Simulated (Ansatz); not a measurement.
A relaxed structure of LiCl is spoiled in several ways and relaxed again each time (noise and exchanges are one random draw each; pressure is positive under compression). Calculation: PBE (plane waves to 420 eV, PAW, scalar-relativistic; Ansatz, a first-principles code).

Space group Fm-3m (No. 225); a = 5.150 Å, b = 5.150 Å, c = 5.150 Å, α = 90.00°, β = 90.00°, γ = 90.00°

```tsv
atom	site	symmetry	x	y	z
Cl	4a	m-3m	0.0000	0.0000	0.0000
Li	4b	m-3m	0.5000	0.5000	0.5000
```
(The calculation used a cell of 2 atoms; values per cell refer to that cell.)

```
change                                                                                                            first pressure (GPa)  first V (Å³/atom)  released (eV/atom)  moves                outcome  final group  E − E(parent) (eV/atom)
----------------------------------------------------------------------------------------------------------------  --------------------  -----------------  ------------------  -----  ---------------------  -----------  -----------------------
with every coordinate shifted by Gaussian noise of σ = 0.3 Å                                                                      11.3              17.08                0.38      7  returns to the parent        Fm-3m                    0.000
with every coordinate shifted by Gaussian noise of σ = 0.45 Å                                                                      5.9              17.08                0.11      6  returns to the parent        Fm-3m                    0.000
deformed by the Cartesian strain tensor (xx, yy, zz, yz, xz, xy) = (-0.007, -0.078, -0.119, 0.037, 0.043, 0.005)                   ___              13.72                 ___      6                    ___          ___                      ___
doubled along one cell vector, shaken by Gaussian noise of σ = 0.08 Å a coordinate                                                 0.2              17.08               0.005      3  returns to the parent        Fm-3m                    0.000
```

### Question
Complete the blanks.

### Answer

- deformed by the Cartesian strain tensor (xx, yy, zz, yz, xz, xy) = (-0.007, -0.078, -0.119, 0.037, 0.043, 0.005), first pressure (GPa): 12.7
- deformed by the Cartesian strain tensor (xx, yy, zz, yz, xz, xy) = (-0.007, -0.078, -0.119, 0.037, 0.043, 0.005), released (eV/atom): 0.15
- deformed by the Cartesian strain tensor (xx, yy, zz, yz, xz, xy) = (-0.007, -0.078, -0.119, 0.037, 0.043, 0.005), outcome: returns to the parent
- deformed by the Cartesian strain tensor (xx, yy, zz, yz, xz, xy) = (-0.007, -0.078, -0.119, 0.037, 0.043, 0.005), final group: Fm-3m
- deformed by the Cartesian strain tensor (xx, yy, zz, yz, xz, xy) = (-0.007, -0.078, -0.119, 0.037, 0.043, 0.005), E − E(parent) (eV/atom): 0.000

First-step values come from each run's starting, coarser k-mesh (8×8×8, 8×8×9, 8×4×8). The runs use different k-meshes, so differences are rounded accordingly. No spin polarisation in the result.
